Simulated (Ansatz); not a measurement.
# Lattice vibrations of CO$_{2}$ at Γ

These are results of Ansatz 0.2.0, DFT LDA, scalar-relativistic, plane waves, PAW, not measurements. Plane waves to 420 eV; Γ-centred k mesh 8×8×8; fixed occupations. No spin polarisation. Phonons by linear response, acoustic sum rule imposed.

Relaxed structure:
```
C O
1.0
    -1.93424    1.93424    2.94731
     1.93424   -1.93424    2.94731
     1.93424    1.93424   -2.94731
C O
2 4
Direct
  0.75000 0.25000 0.50000
  0.00000 0.00000 0.00000
  0.70590 0.12500 0.08090
  0.04410 0.62500 0.91910
  0.37500 0.29410 0.41910
  0.87500 0.95590 0.58090
```

Optical modes at Γ (transverse, no macroscopic field); i marks an imaginary frequency:
| frequency (THz) | degeneracy | IR intensity of the level ((D/Å)²/amu) | Raman activity of the level (Å⁴/amu) |
| --- | --- | --- | --- |
| 10.63 | 2 | 0.52 | 2.1 |
| 16.43 | 1 | 0.00 | 0.0 |
| 19.84 | 1 | 0.00 | 42.7 |
| 21.17 | 1 | 12.67 | 2.0 |
| 23.98 | 1 | 0.00 | 0.8 |
| 25.96 | 2 | 14.90 | 5.8 |
| 27.68 | 2 | 72.67 | 0.0 |
| 28.21 | 1 | 32.66 | 4.2 |
| 32.46 | 2 | 12.26 | 10.1 |
| 33.24 | 1 | 0.00 | 0.0 |
| 33.48 | 1 | 0.00 | 1.2 |

All 15 optical modes at Γ are real: no displacement of atoms at fixed cell lowers the energy to second order. Strains and modes at other wave vectors aren't tested by this run.

- Electronic dielectric constant ε∞ (principal values): 3.19, 3.22, 3.22
- Static dielectric constant ε0 (principal values): 6.1, 6.1, 6.2
- Refractive index √ε∞, mean: 1.79
- Kohn–Sham gap on the mesh: 7.60 eV
- Cost: 12 min on 2 threads of Intel(R) Xeon(R) Processor @ 2.50GHz (Skylake/Cascade Lake) (shared host), peak memory 1.5 GiB

Born effective charges (e):
```json
{"atom": "C (atom 1)", "Z*xx": "2.91", "Z*yy": "2.91", "Z*zz": "2.83", "mean": "2.88"}
{"atom": "O (atom 3)", "Z*xx": "-1.97", "Z*yy": "-0.94", "Z*zz": "-1.42", "mean": "-1.44"}
```

This form isn't the usual stable structure of the compound.